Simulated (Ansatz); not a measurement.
# LuTl$_{2}$S$_{4}$Br: settings compared (Ansatz)

Run with:

```bash
ansatz run input.yaml --threads 1 --pin off --max-ram 2560MiB --backend cpu --events-out ev --progress --plain --runs-dir out
```

The input file (Ansatz 0.2.0, plane waves):

```yaml
crystal:
  lattice:
    - [4.249668, 0.0, 0.0]
    - [0.0, 4.249668, 0.0]
    - [0.0, 0.0, 10.090859]
  atoms:
    - { symbol: Lu, position: [0.0, 0.0, 0.0] }
    - { symbol: Tl, position: [0.5, 0.5, 0.7293] }
    - { symbol: Tl, position: [0.5, 0.5, 0.2707] }
    - { symbol: S, position: [0.5, 0.0, 0.854] }
    - { symbol: S, position: [0.0, 0.5, 0.854] }
    - { symbol: S, position: [0.5, 0.0, 0.146] }
    - { symbol: S, position: [0.0, 0.5, 0.146] }
    - { symbol: Br, position: [0.0, 0.0, 0.5] }
  symmetry: { tolerance: 0.0003 }
kpoints:
  mp_grid: { grid: [4, 4, 2], shift: [0, 0, 0] }
magnetization:
  spin_polarized: false
scf:
  occupations: { method: fermi_dirac, width: 0.0506 }
hamiltonian:
  pseudopotentials: { kind: paw }
  xc: pbe
basis:
  ecutwfc: 420
output:
  forces: true
  stress: true
  eigenvalues: true
```

Origin of the cell: a known structure type with other elements, at an estimated volume, so it need not be a known compound.

Output of this run (shortened):

```
Pseudopotentials: kind: paw
Pseudopotential: Lu, paw, valence charge 25, recommended cutoff 420 eV (normal), Lu.paw.azcp
Pseudopotential: Tl, paw, valence charge 13, recommended cutoff 420 eV (normal), Tl.paw.azcp
Pseudopotential: S, paw, valence charge 6, recommended cutoff 420 eV (normal), S.paw.azcp
Pseudopotential: Br, paw, valence charge 7, recommended cutoff 420 eV (normal), Br.paw.azcp
Functional definition: PBE
  exchange = pbe_x(kappa = kappa, mu = beta*pi^2/3)
  correlation = pbe_c(beta = beta)
Crystal: 8 atoms, lattice volume = 182.238 Å³
Basis set: ecut = 420 eV, 3529 PW (Γ), exchange–correlation on 60×60×144 points (8 copies of the dense FFT grid, shifted against one another)
Bands: 50, of which v1, the nominal top of the filled ones, is band 41 counted from 1 (40 counted from 0)
Symmetry: 16 space group operations
[… 10 lines left out …]
Initial density: superposition of atomic densities (neutral atoms: chi_scale 0, normalization atom), corrected by the library's trained network
Functional: x = pbe(κ = 0.804, μ = 0.219515), c = pbe(β = 0.066725)
SCF iter   1: F=—  HF=-44012.796816 eV  Δρ=3.73e-3  dr2=8.87e-2  defer=4
SCF iter   2: F=—  HF=-44012.782486 eV  Δρ=1.37e-3  dr2=7.49e-3  defer=27
SCF iter   3: F=—  HF=-44012.783094 eV  Δρ=1.32e-3  dr2=4.61e-3  defer=15
SCF iter   4: F=—  HF=-44012.781146 eV  Δρ=3.65e-4  dr2=2.25e-4  defer=15
SCF iter   5: F=—  HF=-44012.780996 eV  Δρ=1.66e-4  dr2=5.86e-5  defer=15
SCF iter   6: F=—  HF=-44012.781120 eV  Δρ=5.82e-5  dr2=8.73e-6  defer=8
SCF iter   7: F=—  HF=-44012.781118 eV  Δρ=1.60e-5  dr2=8.91e-7  defer=8
SCF iter   8: F=-44012.781117 eV  HF=-44012.781118 eV  Δρ=4.54e-6  dr2=5.45e-8
SCF 1 converged in 8 iterations: F = -44012.781117 eV  dr2 = 5.45e-8
SCF converged after 8 iterations
Free energy (F): -44012.781117 eV
Harris-Foulkes:  -44012.781118 eV  (|F-HF|=4.36e-8)
Internal energy: -44012.726641 eV  (E = F + TS)
E sigma→0 (E₀):  -44012.753879 eV
Entropy (-TS):   -0.054476 eV (-6.810 meV/atom)
Fermi energy:    8.096868 eV
--- Per-component energies (eV) ---
  E_band       = -83.715515
  E_kinetic    = 1682.291651
  E_local      = -13859.472666  (includes V_loc(G=0)·N_el)
  E_nonlocal   = 1397.024898
  E_hartree    = 5970.750147
  E_xc         = -1340.287415
  E_vxc        = -1006.888794  (∫ρ·V_xc dr)
  E_paw        = -32359.343416  (= ΣΔE_a)
  E_vpaw       = -238.179178  (= ΣTr[D̂ρ^β])
  E_aug_tail   = 0.000108  (compensation charges beyond the density's cutoff)
  E_ewald      = -5503.689948
  E_smearing   = -0.054476  (= −TS)
  Σ components = -44012.781117   (vs F -44012.781117, Δ=0.00e0)
--- Forces (eV/Å), atoms counted from 1 ---
  atom   1  Lu     0.000000     0.000000     0.000000
  atom   2  Tl    -0.000000     0.000000    -3.629421
  atom   3  Tl    -0.000000     0.000000     3.629421
  atom   4  S      0.000000     0.000000     0.402036
  atom   5  S      0.000000     0.000000     0.402036
  atom   6  S      0.000000     0.000000    -0.402036
  atom   7  S      0.000000     0.000000    -0.402036
  atom   8  Br     0.000000    -0.000000     0.000000
  max |Σ_I F_I| component: 0.0 eV/Å
--- Stress (GPa, compression-positive) ---
       22.901234       0.000000       0.000000
        0.000000      22.901234       0.000000
        0.000000       0.000000      12.870157
  P = ⅓ Tr σ = 19.5575 GPa (195.575 kbar)
```

The same input was run again with these changes:

1. `scf.mixing.algorithm` default → anderson; `scf.mixing.beta` default → 0.2; `magnetization` { spin_polarized: false } → { spin_polarized: true } (starts: ferro); `basis.ecutwfc` 420 → "250 eV"; typed moments: Lu1 3, Tl2 1, Tl3 2, S4 2, S5 1, S6 2, S7 2, Br8 2
2. `scf.mixing.algorithm` default → msr1; `scf.mixing.beta` default → 0.3
3. `scf.eigensolver.kind` default → davidson; `magnetization` { spin_polarized: false } → { spin_polarized: true } (starts: flip); `hamiltonian.xc` pbe → lda; typed moments: none
4. `crystal.symmetry` { tolerance: 0.0003 } → { detect: false }; `scf.initial_density.chi_scale` default → 0.3

```
 run        end  SCF iterations  P (GPa)  max force component (eV/Å)  moment (μB)  ΔE(σ→0) (meV/atom)
base  converged               8    19.56                       3.629            –                   0
   1  converged              66    20.38                       3.741         0.00              360.13
   2  converged               8    19.56                       3.629            –                0.00
   3  converged              19    13.39                       3.129         0.00                   –
   4  converged              15    19.56                       3.630            –                0.00
```

Energies are compared only where functional, datasets, charge and starting cell are the same.

Not properties of the system: run 1 (too coarse or loose: `basis.ecutwfc` = "250 eV").

Caveats of the base run: no spin-orbit coupling, though heavy elements are present; the k mesh is coarse if the cell is a metal.

Run 1: a starting moment was lost; the cutoff lies below the datasets' advice; typed moments were cut to what the open shells hold.
Run 3: spin is on but no moment was typed.

Time of the base run: 5 s on 1 thread of Intel(R) Xeon(R) 6975P-C (Granite Rapids), on a shared host, peak memory 0.5 GiB, from the program's own first density.
